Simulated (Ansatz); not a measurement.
## Does relaxation matter for the field gradients of SiO2 with boron replacing Si?

Start: a supercell of SiO2 (cristobalite type, P4_12_12) built from a structure deposited in the COD, with all atoms left at the host's positions.

Space group C2 (No. 5); a = 13.9260, b = 14.0912, c = 9.9058 Å, β = 134.66°.

```
site  Wyckoff  site symmetry       x       y       z
   B       2a              2  0.0000  0.8505  0.0000
 Si2       2a              2  0.5000  0.8505  0.0000
 Si3       4c              1  0.7500  0.6005  0.5000
 Si5       4c              1  0.9755  0.7500  0.7010
 Si6       4c              1  0.4755  0.7500  0.7010
 Si7       4c              1  0.2255  0.0000  0.2010
 Si8       4c              1  0.7255  0.0000  0.2010
 Si9       4c              1  0.2500  0.6495  0.0000
Si11       2b              2  0.5000  0.8995  0.5000
Si12       2b              2  0.0000  0.8995  0.5000
 O17       4c              1  0.1232  0.9142  0.0682
 O18       4c              1  0.6232  0.9142  0.0682
 O19       4c              1  0.8732  0.6642  0.5682
 O20       4c              1  0.3732  0.6642  0.5682
 O21       4c              1  0.1282  0.7159  0.8283
 O22       4c              1  0.6282  0.7159  0.8283
 O23       4c              1  0.3782  0.9659  0.3283
 O24       4c              1  0.8782  0.9659  0.3283
 O25       4c              1  0.3050  0.5858  0.9318
 O26       4c              1  0.8050  0.5858  0.9318
 O27       4c              1  0.5550  0.8358  0.4318
 O28       4c              1  0.0550  0.8358  0.4318
 O29       4c              1  0.5499  0.7841  0.1717
 O30       4c              1  0.0499  0.7841  0.1717
 O31       4c              1  0.2999  0.5341  0.6717
 O32       4c              1  0.7999  0.5341  0.6717
```

One atom of each set is listed; the run and its k-mesh use a cell of 48 atoms with edges of 9.91, 9.91, 9.91 Å.

All values are calculated (Ansatz; DFT, PBE, plane waves and PAW, scalar-relativistic, collinear spin, 420 eV cutoff, Γ-centred 3×3×3 k-points, Fermi–Dirac smearing 0.01 eV), not measured. Start moments as typed (μB): 1 on each B, none on the rest.

The largest force at the start is 4.2 eV/Å. Relaxing the ions at fixed cell moves them by 0.291 Å at most (atom 41, O) and 0.183 Å rms.

```csv
site,moved (Å),first shell before,first shell after,V_zz before (10²¹ V/m²),η before
B,0.200,4 O at 1.60–1.61 Å,4 O at 1.46–1.47 Å,0.067,0.83
Si3,0.180,4 O at 1.60–1.61 Å,4 O at 1.62 Å,-0.31,0.58
Si5,0.226,4 O at 1.60–1.61 Å,4 O at 1.63–1.64 Å,0.25,0.52
Si6,0.140,4 O at 1.60–1.61 Å,4 O at 1.62–1.63 Å,-0.26,0.63
Si7,0.085,4 O at 1.60–1.61 Å,4 O at 1.62–1.63 Å,-0.51,0.38
Si9,0.039,4 O at 1.60–1.61 Å,4 O at 1.62–1.63 Å,-0.27,0.63
Si11,0.003,4 O at 1.60–1.61 Å,4 O at 1.62 Å,-0.22,0.57
Si12,0.037,4 O at 1.60–1.61 Å,4 O at 1.62–1.63 Å,-0.30,0.60
O17,0.170,"1 B at 1.60 Å, 1 Si at 1.61 Å, angle 147°","1 B at 1.46 Å, 1 Si at 1.62 Å, angle 146°",9.95,0.69
O21,0.287,"2 Si at 1.60–1.61 Å, angle 147°","2 Si at 1.63 Å, angle 144°",8.93,0.19
O28,0.054,"2 Si at 1.60–1.61 Å, angle 147°","2 Si at 1.63 Å, angle 147°",8.87,0.19
O30,0.291,"1 Si at 1.60 Å, 1 B at 1.61 Å, angle 147°","1 B at 1.47 Å, 1 Si at 1.64 Å, angle 144°",9.77,0.75
O31,0.139,"2 Si at 1.60–1.61 Å, angle 147°","2 Si at 1.62 Å, angle 150°",9.00,0.11
```

Question: How do the gradients change?

Answer: 

```
site  V_zz after  η after  change of V_zz
   B       0.062     0.47               –
 Si3        0.35     0.16               –
 Si5       -0.45     0.59               –
 Si6       -0.41     0.94           -0.15
 Si7       -0.81     0.74           -0.30
 Si9        0.61     0.21               –
Si11       -0.48     0.29           -0.26
Si12       -0.69     0.87           -0.39
 O17        9.10     0.68           -0.85
 O21        9.34     0.18           +0.41
 O28        9.47     0.17           +0.60
 O30       -8.48     0.93               –
 O31        9.76     0.12           +0.76
```

The largest change of V_zz along a kept axis is on O17, from 9.95 to 9.10. The whole tensor moves most on O30, by 1.81 along its most changed direction. In per cent, |V_zz| changes by -9 to +8 on O (all sites that start above 2, bar those whose gradient vanishes or changes sign or whose main axis turns by over 40°). Where |V_zz| stays above 0.1 and the axes keep their order, η moves most on Si7, from 0.38 to 0.74. On Si12, Si11 V_xx and V_yy change places (or their axes turn by over 50°), so the two values of η hide a larger change. On O30, Si3, Si9, Si5, B the largest principal value lies along another axis in the second run, so the two V_zz can't be compared directly. The table leaves out 13 of the 26 sites, with |V_zz| up to 9.77; their tensors move by 1.34 at most along any direction. The statements above cover all sites. The host's own positions weren't relaxed first, so part of the change far from the defect can be the host's relaxation.

The defect repeats with the cell of 48 atoms, so it feels its images: sites between two images don't show the values beside a lone defect, and zeros or small values of η there can come from the images' arrangement. O and Si carry a gradient in the pure host already, so the values there aren't the defect's effect alone. The defect cell has no gap above 0.1 eV on its mesh, so the values can hang on the smearing and the k-mesh. The run lost most of its start moments on B; a state with other moments may lie lower.
Before: The neighbours have not yet relaxed around the defect (largest force 4.2 eV/Å), so the values at and beside it are those of a strained start, not of the defect in a real crystal.
After: The relaxation keeps the site symmetry 2 of the start, so the impurity can move only along its axis; a distortion that would localise the partly filled state isn't explored.
